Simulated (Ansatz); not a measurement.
This Al4CoNi3 structure is the end of a relaxation. The cell was found from a structure generator's guess, not taken from experiment.

Computed with DFT PBE, scalar-relativistic, plane waves, PAW in Ansatz. Cutoff 420 eV, Γ-centred mesh, Gaussian smearing, collinear spin.

```cif
data_structure
_symmetry_space_group_name_H-M 'P 1'
_symmetry_Int_Tables_number 1
_cell_length_a 2.8775
_cell_length_b 2.8775
_cell_length_c 11.5904
_cell_angle_alpha 90.000
_cell_angle_beta 90.000
_cell_angle_gamma 90.000
_cell_volume 95.97
loop_
_atom_site_label
_atom_site_type_symbol
_atom_site_fract_x
_atom_site_fract_y
_atom_site_fract_z
_atom_site_occupancy
Al1 Al 0.00000 0.00000 0.62201 1
Al2 Al 0.00000 0.00000 0.87434 1
Al3 Al 0.00000 0.00000 0.12566 1
Al4 Al 0.00000 0.00000 0.37799 1
Co1 Co 0.50000 0.50000 0.50000 1
Ni1 Ni 0.50000 0.50000 0.74767 1
Ni2 Ni 0.50000 0.50000 0.00000 1
Ni3 Ni 0.50000 0.50000 0.25233 1
```

Energies over the elements count from the elements' standard structures at the same level, with no fitted energy shifts.

Question: What space group does it have?

Answer: P4/mmm (No. 123). Conventional cell: a = 2.877 Å, c = 11.590 Å. Al on its first site has 4 Co at 2.48 Å, 4 Ni at 2.50 Å and 6 Al at 2.83–2.92 Å; around Al on its second site lie 8 Ni at 2.50–2.51 Å and 6 Al at 2.88–2.92 Å; around Co lie 8 Al at 2.48 Å, 2 Ni at 2.87 Å and 4 Co at 2.88 Å; around Ni on a site of symmetry 4mm lie 8 Al at 2.50–2.51 Å, 1 Co at 2.87 Å and 5 Ni at 2.88–2.92 Å; 1 more site not described.

Question: What is its formation energy per atom?

Answer: −0.63 eV/atom. Whether it is stable depends on the other phases of the system, which aren't compared here.

Question: Is it a metal?

Answer: Yes, bands cross the Fermi level on the 14×14×4 mesh.

Question: Which magnetic moments does it keep?

Answer: 0.04 μB per atom net, the space between the atoms included; by site: Co 0.3 μB.

The last run used collinear spin, a 14×14×4 mesh (in the run's order of axes) for its 8-atom cell and Gaussian smearing of 0.10 eV. The magnetic state reached may not be the lowest. Symmetry constrained the relaxation, so the result can be a saddle point.
